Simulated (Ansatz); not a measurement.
## AlN: do energies and stresses tell the same story?

Computed with Ansatz 0.2.0, DFT r2SCAN, scalar-relativistic, plane waves, PAW.

Cutoff 500 eV; k points 10×10×10 on the computed 2-atom cell (Γ-centred); Gaussian smearing, width 0.02 eV; no spin polarisation.

Relaxed cell: F-43m, a = 4.370 Å, b = 4.370 Å, c = 4.370 Å, α = 90.00°, β = 90.00°, γ = 90.00°, 2 atoms in the primitive cell. This zinc-blende form isn't the usual stable structure of the compound.

Energies at zero smearing and pressures from the stress tensor, at volumes with shape and atoms relaxed:
```csv
V (Å³/atom),E − E(first) (meV/atom),P (GPa)
9.804,0.00,14.65
10.117,-20.75,6.79
10.430,-27.22,0.00
10.743,-21.34,-5.88
11.056,-4.78,-10.96
```

**Question.** Check P = −dE/dV between neighbouring volumes, and get the bulk modulus from the pressures alone.

**Answer.** With 1 eV/Å³ = 160.2 GPa:
```
middle V (Å³/atom)  −ΔE/ΔV (GPa) mean P (GPa)
             9.961        10.625        10.719
            10.274         3.312         3.394
            10.587        -3.012        -2.940
            10.900        -8.477        -8.417
```

The two differ by 0.09 GPa at most. The mean of two end pressures misses the average over a step by about ΔV² P″/12, up to 0.10 GPa here; with that taken off 0.00 GPa remains. Around V = 10.430 Å³/atom, the two neighbours give B = −V ΔP/ΔV = 10.430 × 12.67 / 0.626 = 211.1 GPa, against B0 = 210.3 GPa from the Birch–Murnaghan fit of the energies.